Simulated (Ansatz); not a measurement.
NbPd:
```cif
data_Nb3Pd3
_chemical_formula_sum 'Nb3 Pd3'
_space_group_name_H-M_alt 'R-3m :H'
_space_group_IT_number 166
_space_group_name_Hall '-R 3 2"'
_cell_length_a 2.81256
_cell_length_b 2.81256
_cell_length_c 13.94496
_cell_angle_alpha 90.000
_cell_angle_beta 90.000
_cell_angle_gamma 120.000
loop_
_atom_site_label
_atom_site_type_symbol
_atom_site_symmetry_multiplicity
_atom_site_Wyckoff_symbol
_atom_site_fract_x
_atom_site_fract_y
_atom_site_fract_z
_atom_site_occupancy
Nb1 Nb 3 a 0.00000 0.00000 0.00000 1
Pd1 Pd 3 b 0.00000 0.00000 0.50000 1
```
(The calculation used a cell of 2 atoms; values per cell refer to that cell.)

Relaxed at zero pressure with plane-wave PAW PBEsol (Ansatz code).

The volume is lowered by 3 % and shape and atoms relax at that volume. What pressure results, and how do the axes share the change?

6.5 GPa; a -1.1 %, b -1.1 %, c -0.9 %; the energy rises by 9 meV/atom.

Give the new structure.


Space group R-3m, hexagonal axes (No. 166); a = 2.782 Å, b = 2.782 Å, c = 13.823 Å, α = 90.00°, β = 90.00°, γ = 120.00°

```csv
atom,site,symmetry,x,y,z
Nb,3a,-3m,0.0000,0.0000,0.0000
Pd,3b,-3m,0.0000,0.0000,0.5000
```

The phase is kept; no other phase was compared at this pressure.

The first step of the workflow began from a Materials Project structure, measured or hypothetical; the Crystallography Open Database copy checked does not list it. With Nb and Pd taken as one species the cell has the higher symmetry Fm-3m, so it may be an ordered model of a mixed-site phase. Its standing as an ambient phase is unchecked. The PBEsol relaxation kept the symmetry of its start; its stability against distortions is not shown here. No spin polarisation was allowed. Axis ratios of metals converge slowly with the k-mesh, so a and c are less sure than the volume.

Potentials: the later of the program's two PAW sets.
